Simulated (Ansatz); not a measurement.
According to r²SCAN in the plane-wave PAW code Ansatz, RuW in the orthorhombic phase (Cmcm; W on 4c, Ru on 4c) relaxes to a = 2.807 Å, b = 9.775 Å, c = 4.391 Å. Against the elements it lies at 0.20 eV/atom, with no fitted shifts.

Electronic character: metallic (no gap).

Bader charges are W +0.72, Ru -0.72 e.

The start of the workflow was typed in or built on a structure type; neither database checked (COD, Materials Project) lists it. Whether it is the stable phase at ambient conditions was not checked. The cell was relaxed with r²SCAN under the symmetry of its start; its stability against distortions is not shown here. No spin polarisation was allowed. Its formation energy is positive at this level, so the cell may be metastable or incomplete. Axis ratios of metals converge slowly with the k-mesh, so a and c are less sure than the volume. The references are the lowest solids computed at this level, not always the standard phases. Scalar-relativistic: spin–orbit coupling is off unless named, which matters more the heavier the elements.

Potentials: the earlier of the program's two PAW sets.
